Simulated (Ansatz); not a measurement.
The start is a randomly generated symmetric cell of TaSi2 (space group No. 123). Cell shape, volume and atoms are optimised at zero target pressure with r2SCAN (plane waves to 500 eV, PAW, scalar-relativistic; Ansatz, a first-principles code). The first steps use a coarse 7×7×6 k-mesh.

Initial structure:
```yaml
crystal:
  lattice:
    - [3.37238, 0.00000, 0.00000]
    - [0.00000, 3.37238, 0.00000]
    - [0.00000, 0.00000, 3.97002]
  atoms:
    - { symbol: Si, position: [0.00000, 0.00000, 0.50000] }
    - { symbol: Si, position: [0.00000, 0.00000, 0.00000] }
    - { symbol: Ta, position: [0.50000, 0.50000, 0.00000] }
```

Task: What pressure does the first self-consistent step give?

Result: +40 GPa (positive: the cell is compressed).

Task: How much energy is released per atom?

Result: 0.55 to 0.56 eV/atom (the two k-meshes of the run give this range).

Task: How does the volume per atom move from start to end?

Result: +26.9 %, from 15.05 to 19.10 Å³/atom.

Task: What does it relax into? Give the structure.

Result: 
Space group P4/mmm (No. 123); a = b = 3.513 Å, c = 4.642 Å, α = β = γ = 90.00°

| atom | site | symmetry | x | y | z |
|---|---|---|---|---|---|
| Si | 1b | 4/mmm | 0.0000 | 0.0000 | 0.5000 |
| Si | 1a | 4/mmm | 0.0000 | 0.0000 | 0.0000 |
| Ta | 1c | 4/mmm | 0.5000 | 0.5000 | 0.0000 |

The space group stays P4/mmm (No. 123) (the run could not lower it), with 3 atoms in the primitive cell. Final values are on a 13×13×10 k-mesh of the relaxed cell. No spin polarisation in the result. The relaxed primitive cell holds an odd number of electrons. A magnetic state may lie lower.

The run could not lower the symmetry of its start; a shaken copy of this end point relaxes with r2SCAN to Pmmm (No. 47), 0.94 eV/atom lower.

The relaxed structure here is a generated cell of TaSi2: the first start was made by a random draw of sites in a space group, and the end was not matched to a known phase here, so it may be hypothetical. Known forms of TaSi2 include space group No. 181.
